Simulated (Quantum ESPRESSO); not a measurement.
One change at a time to Al2PdRuTi3Zr

These are calculations, not measurements. They come from Quantum ESPRESSO 7.5, a public plane-wave density functional program. Each row is one single-point run on a made-up periodic cell of eight metal atoms, with elements, volume, strain and displacements drawn at random and not relaxed, so a cell may be unstable or far from any real phase. There is no spin polarisation or spin-orbit coupling.

Settings: PBE unless stated; PseudoDojo standard norm-conserving files; Fermi-Dirac width 0.25 eV, which means electrons at about 2900 K; cutoff 1143 eV; 8 x 5 x 3 k mesh shifted half a step off Gamma. E is the free energy of the whole cell (internal energy minus TS), so a -TS column is already part of it. Stress is positive in tension, and the pressure P is minus a third of its trace.

Checks: one run of this series was repeated at a higher cutoff and on a denser mesh, which moved values by no more than 0.006 eV, 0.04 GPa and 0.006 eV/Å, and a second program with other atomic files agreed on it to 2 % rms in force and 0.5 GPa in pressure. Known limits: a spin test at this wide smearing found no moment, but such smearing suppresses magnetism that the real alloy may have.

The lattice is hexagonal close-packed, and the cell vectors in Å are (-2.957, 0.052, 0.006); (-0.089, 5.099, 0.070); (1.544, -2.710, -9.838), a volume of 147.67 Å³ in run 1. The elements on sites 1 to 8 are Ti Al Ru Ti Zr Al Pd Ti. Each later run makes one change to run 1 and keeps the rest. E is counted from run 1, and is n/a where other atomic files have another zero of energy.

| run | change | V (Å³) | P (GPa) | -TS (eV) | rms force (eV/Å) | largest change of a force component (eV/Å) | E (eV) |
|---|---|---|---|---|---|---|---|
| 1 | none | 147.67 | -6.93 | -1.894 | 0.714 | 0.000 | 0.000 |
| 2 | sites 1 and 2 exchanged | 147.67 | -7.18 | -2.004 | 0.799 | 0.863 | -0.214 |
| 3 | all lengths scaled by -1.19 % | 142.46 | -3.67 | -1.822 | 0.789 | 0.166 | -0.174 |
| 4 | LDA in place of PBE | 147.67 | -14.11 | -1.914 | 0.669 | 0.230 | n/a |
| 5 | In on site 1 | 147.67 | -3.08 | -1.603 | 0.978 | 1.213 | n/a |
| 6 | site 6 moved by +0.09 Å along z | 147.67 | -6.50 | -1.897 | 0.757 | 0.354 | ? |

## Worked estimate

Along the move dE = -F dx. The force on site 6 along z is -1.335 eV/Å in run 1 and -1.688 eV/Å in run 6, and the move is +0.09 Å, so the mean force times the move gives an estimate.

## Withheld value

Question: what E should run 6 give?

The estimate is 0.136 eV. The calculation gave 0.135 eV.
